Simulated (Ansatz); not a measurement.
In, DFT, PBEsol, all-electron PAW with datasets made for the crystal, scalar-relativistic (Ansatz 0.2.0), run on 1 thread of Intel(R) Xeon(R) Platinum 8488C (Sapphire Rapids) on a shared host.

The cell is the one relaxed in the Materials Project (mp-1184502), not relaxed further here; entries there can be hypothetical. The listed cell was then made from it by scaling, straining or moving an atom.

Command: `ansatz run input.yaml --threads 1 --pin off --max-ram 6144MiB --backend cpu --events-out ev --progress --plain --runs-dir out`

```yaml
crystal:
  lattice:
    - [1.7030295529, 0.9832445708, 8.20746325]
    - [-1.7030295529, 0.9832445708, 8.20746325]
    - [0.0, -1.9664891416, 8.20746325]
  atoms:
    - { symbol: In, position: [0.0, 0.0, 0.0] }
    - { symbol: In, position: [0.77801224, 0.77801224, 0.77801224] }
    - { symbol: In, position: [0.22198776, 0.22198776, 0.22198776] }
kpoints:
  mp_grid: { grid: [14, 14, 14] }
scf:
  occupations: { method: fermi_dirac, width: 0.05 }
hamiltonian:
  xc: pbesol
  pseudopotentials: { kind: all_electron, datasets: crystal }
output:
  forces: true
  stress: true
  eigenvalues: true
  efg: { contact_densities: true }
```

Q: How large is the problem that the program sets up?

A: 288 irreducible k-points, 711 plane waves at Γ, 25 bands.

Q: About how long does it take, and how much memory does it use?

A: 43 s of wall time for 8 SCF iterations, with a peak of 1.3 GiB. Times on shared machines scatter by tens of per cent.

Q: And the same cell and mesh by PAW with the default files, asked for forces, stress, eigenvalues, efg, write_density, write_potential, elf, on the same hardware?

A: 33 s, peak memory 0.75 GiB.
